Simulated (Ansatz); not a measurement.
Data:

LiNbO$_{3}$:
```xyz
10
Lattice="2.5729 1.4854 4.6191 -2.5729 1.4854 4.6191 0.0000 -2.9709 4.6191" Properties=species:S:1:pos:R:3 pbc="T T T"
Li     0.0000     0.0000     4.9434
Li     0.0000     0.0000     8.9139
Nb     0.0000     0.0000     1.9969
Nb     0.0000     0.0000    11.8603
O     -0.8752    -1.6823     8.0218
O      0.8752     1.6823     5.8355
O     -1.0193     1.5991     8.0218
O      1.0193    -1.5991     5.8355
O      1.8945     0.0832     8.0218
O     -1.8945    -0.0832     5.8355
```

This is the LDA-relaxed structure. Tensor components refer to the Cartesian frame of this cell.

Problem. All from LDA in the plane-wave PAW code Ansatz, unless another level is named. Give the Poisson's ratio.

Solution. 0.31.

Problem. Next, the highest zone-centre frequency (without LO–TO term)?

Solution. 784 cm⁻¹.

Problem. Predict the zero-point energy.

Solution. 69.6 meV/atom.

Problem. And the elastic constants (relaxed ions, GPa)?

Solution. C11 = 233, C12 = 117, C13 = 25.5, C14 = 8.1, C33 = 138, C44 = 24.4, C15 = 6.5.

Space group R-3. The workflow started from a Materials Project entry (that database holds measured and hypothetical structures alike); the Crystallography Open Database files this formula in space group No. 148, but the cells were not matched. It is not the phase usual at ambient conditions (space group No. 161). The cell was relaxed with LDA under the symmetry of its start; phonons on a q-mesh show no instability. The run is not spin-polarised.

Potentials: the later of the program's two PAW sets.
